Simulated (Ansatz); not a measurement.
With PBE+D3(BJ) in the plane-wave PAW code Ansatz, Cl in the molecular I2 type structure (Cmce) relaxes to a = 6.597 Å, b = 4.070 Å, c = 8.095 Å.

It is gapped at this level: 2.19 eV (direct). The valence maximum lies at Γ and the conduction minimum at Γ.

Symmetry was held in the PBE+D3(BJ) relaxation. The substance is a gas or liquid at ambient conditions; this is its low-temperature solid.

Potentials: the later of the program's two PAW sets.
